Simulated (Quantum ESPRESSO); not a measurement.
Simulation results for Mg2GaS3Cl (made-up cell, one site empty)

Calculation on a made-up crystal cell, not a measurement, run twice, once with a planted mistake found by running each candidate: periodic Kohn-Sham density functional theory in plane waves with PseudoDojo standard norm-conserving scalar-relativistic pseudopotentials, each functional with its own files (v0.5 for PBE, v0.4.1 for LDA and PBEsol), no spin polarisation, no spin-orbit coupling, atoms not relaxed, stress positive in tension, energies less a fixed whole-eV offset for each atom's element; levels are Kohn-Sham levels at fractions of this cell's reciprocal vectors, counted from the reference band (half the neutral cell's valence electrons, rounded up) at Gamma; error bars cover cutoff and k-mesh only, not smearing or the files; each bar is the largest change over components, and at least 0.002 eV, 0.002 eV per angstrom or 0.02 GPa; a charged cell sits in a uniform background, with energy and stress on this program's zero of potential; energies are for the whole cell, and the offsets were chosen from early runs and are not element reference energies; a distance is the largest change of any value in units of its error bar (the energy's for the smearing term), a scale change is of lengths, and a coarse mesh keeps the half-step shift. Program: Quantum ESPRESSO 7.5.

```json
{"formula": "Mg2GaS3Cl", "kind": "made-up cell, one site empty", "intended_structure": {"cell_angstrom": [[5.5489, 0.0173, 0.0784], [0.0173, 5.5304, -0.0522], [0.0784, -0.0522, 5.4896]], "atoms_fractional": [["Mg", -0.01335, 0.55312, 0.49086], ["Ga", 0.49654, 0.00793, 0.51417], ["Mg", 0.48054, 0.52454, 0.01446], ["S", 0.23167, 0.28485, 0.27233], ["S", 0.2621, 0.72446, 0.76036], ["Cl", 0.74991, 0.25328, 0.75303], ["S", 0.75313, 0.74118, 0.25966]]}, "given": {"lattice_type": "zincblende/diamond", "empty_site": 1, "intended_functional": "pbe", "intended_cutoff [eV]": 1143, "intended_fermi_dirac_smearing [eV]": 0.025, "intended_scf_tolerance [eV]": 1e-07, "intended_electrons_removed": 0, "healthy_free_energy_less_offsets [eV]": 4.689, "healthy_scf_iterations": 11, "healthy_smearing_term_minus_ts [eV]": 0.0, "healthy_pressure [GPa]": 3.18, "healthy_stress_xx [GPa]": -3.87, "healthy_stress_yy [GPa]": -0.95, "healthy_stress_zz [GPa]": -4.7, "healthy_stress_yz [GPa]": -0.01, "healthy_stress_xz [GPa]": -3.44, "healthy_stress_xy [GPa]": 1.26, "healthy_reference_band": 29, "faulty_free_energy_less_offsets [eV]": 7.307, "faulty_scf_iterations": 12, "faulty_smearing_term_minus_ts [eV]": 0.0, "faulty_pressure [GPa]": 6.76, "faulty_stress_xx [GPa]": -7.71, "faulty_stress_yy [GPa]": -4.38, "faulty_stress_zz [GPa]": -8.2, "faulty_stress_yz [GPa]": -0.24, "faulty_stress_xz [GPa]": -2.94, "faulty_stress_xy [GPa]": 1.28, "faulty_reference_band": 29, "candidate_k_points_along_each_vector": 1, "candidate_cutoff [eV]": 642, "candidate_smearing [eV]": 0.88, "candidate_functional": "pbesol", "candidate_scf_tolerance [eV]": 0.4, "candidate_electrons_removed": -1, "candidate_scale_change [percent]": -0.69, "candidate_first_exchanged_site": 5, "candidate_second_exchanged_site": 7, "intended_k_mesh": "4 x 4 x 4, shifted by half a step", "structure_shown": "as intended, without the mistake", "atom_site": [2, 3, 4, 5, 6, 7, 8], "atom_energy_offset [eV]": [-1617, -2080, -1617, -302, -302, -449, -302], "healthy_force_site": [2, 3, 4, 5, 6, 7, 8], "healthy_force_x [eV/angstrom]": [1.339, -1.153, 0.848, 1.208, -0.325, 0.034, -1.951], "healthy_force_y [eV/angstrom]": [-1.252, -0.692, -1.011, -2.167, 2.599, -0.256, 2.778], "healthy_force_z [eV/angstrom]": [1.831, -1.004, 1.148, 0.167, -1.194, 0.139, -1.086], "healthy_level_k_point": ["Gamma", "(1/2,1/2,1/2)", "(0.15,0,0)", "(0,0.15,0)", "(0,0,0.15)"], "healthy_next_band_up [eV]": [1.022, 1.141, 1.334, 1.354, 1.33], "faulty_force_site": [2, 3, 4, 5, 6, 7, 8], "faulty_force_x [eV/angstrom]": [1.431, -1.233, 0.738, 1.397, 0.218, -0.176, -2.374], "faulty_force_y [eV/angstrom]": [-1.279, -0.73, -0.941, -2.226, 2.608, -0.412, 2.98], "faulty_force_z [eV/angstrom]": [1.674, -1.044, 1.174, 0.53, -1.557, -0.042, -0.735], "faulty_level_k_point": ["Gamma", "(1/2,1/2,1/2)", "(0.15,0,0)", "(0,0.15,0)", "(0,0,0.15)"], "faulty_next_band_up [eV]": [0.869, 0.974, 1.192, 1.207, 1.192], "candidate_mistake": ["coarse kmesh", "low cutoff", "wide smearing", "wrong functional", "loose scf", "wrong charge", "cell scaled", "atoms exchanged"]}, "results": {"fault_kind": "coarse kmesh", "other_mistakes_compared": 7, "distance_from_healthy [error bars]": 1309.0, "distance_from_nearest_other_mistake [error bars]": 1232.0, "healthy_error_bar_energy [eV]": 0.002, "healthy_error_bar_stress [GPa]": 0.02, "healthy_error_bar_force [eV/angstrom]": 0.005531, "healthy_error_bar_next_band_up [eV]": 0.002}}
```
